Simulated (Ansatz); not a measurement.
Cell and atoms are relaxed with the symmetry kept. Start:

```yaml
crystal:
  lattice:
    - [-1.95750, 1.95750, 5.62500]
    - [1.95750, -1.95750, 5.62500]
    - [1.95750, 1.95750, -5.62500]
  atoms:
    - { symbol: Ba, position: [0.00000, 0.00000, 0.00000] }
    - { symbol: B, position: [0.31900, 0.31900, 0.00000] }
    - { symbol: B, position: [0.68100, 0.68100, 0.00000] }
    - { symbol: Rh, position: [0.75000, 0.25000, 0.50000] }
    - { symbol: Rh, position: [0.25000, 0.75000, 0.50000] }
```

These are results of DFT r2SCAN, scalar-relativistic, plane waves, PAW in Ansatz, not measurements.

Cutoff 500 eV; k points 12×12×12 on the computed 5-atom cell (Γ-centred); Gaussian smearing, width 0.10 eV; no spin polarisation.

Q: What does it relax to?

A: The volume rises by 0.24 Å³/atom to 17.48 Å³/atom, and the energy falls by 2.2 meV/atom. Final structure:
```yaml
crystal:
  lattice:
    - [-1.95405, 1.95405, 5.72224]
    - [1.95405, -1.95405, 5.72224]
    - [1.95405, 1.95405, -5.72224]
  atoms:
    - { symbol: Ba, position: [0.00000, 0.00000, 0.00000] }
    - { symbol: B, position: [0.31732, 0.31732, 0.00000] }
    - { symbol: B, position: [0.68268, 0.68268, 0.00000] }
    - { symbol: Rh, position: [0.75000, 0.25000, 0.50000] }
    - { symbol: Rh, position: [0.25000, 0.75000, 0.50000] }
```

Course of the relaxation (steps run on the plane waves of an earlier cell, and the basis is chosen afresh near the end, so energy and pressure can step there; trial steps that raised the energy were taken back; energies are free energies):

```tsv
step	E − E_final (meV/atom)	largest force component (eV/Å)	P (GPa)	V (Å³/atom)
1	2.2	0.116	0.37	17.24
2	0.9	0.005	-0.97	17.70
3	0.0	0.000	0.02	17.48
4	0.0	0.001	0.00	17.48
5	0.0	0.001	0.00	17.48
```

Cost: 1 run of about 1.4 core-minutes, on AMD EPYC 9R45 (Zen 5) (shared hosts).